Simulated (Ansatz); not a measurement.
## BaGa2H2: do energies and stresses tell the same story?

Level of theory: DFT PBEsol, scalar-relativistic, plane waves, PAW (Ansatz).

Settings: cutoff 420 eV, Γ-centred mesh 12×12×8 on the computed 5-atom cell, Gaussian smearing of 0.10 eV; no spin polarisation.

Relaxed cell: P-3m1, a = 4.484 Å, b = 4.484 Å, c = 4.784 Å, α = 90.00°, β = 90.00°, γ = 120.00°, 5 atoms in the primitive cell. Whether it is the stable form of this composition wasn't checked.

Energies at zero smearing and pressures from the stress tensor, at volumes with shape and atoms relaxed:
```csv
V (Å³/atom),E − E(first) (meV/atom),P (GPa)
15.659,0.00,3.05
16.159,-6.86,1.40
16.659,-8.94,-0.04
17.158,-6.86,-1.27
17.658,-1.20,-2.33
```

**Question.** Check P = −dE/dV between neighbouring volumes, and get the bulk modulus from the pressures alone.

**Answer.** With 1 eV/Å³ = 160.2 GPa:
```
middle V (Å³/atom)  −ΔE/ΔV (GPa) mean P (GPa)
            15.909         2.200         2.225
            16.409         0.667         0.680
            16.908        -0.666        -0.654
            17.408        -1.815        -1.798
```

The two differ by 0.03 GPa at most. The mean of two end pressures misses the average over a step by about ΔV² P″/12, up to 0.02 GPa here; with that taken off 0.01 GPa remains. Around V = 16.659 Å³/atom, the two neighbours give B = −V ΔP/ΔV = 16.659 × 2.67 / 1.000 = 44.5 GPa, against B0 = 44.3 GPa from the Birch–Murnaghan fit of the energies.

Cost: 6 runs of about 9.2 core-minutes in all, on Arm Neoverse V2 (shared hosts).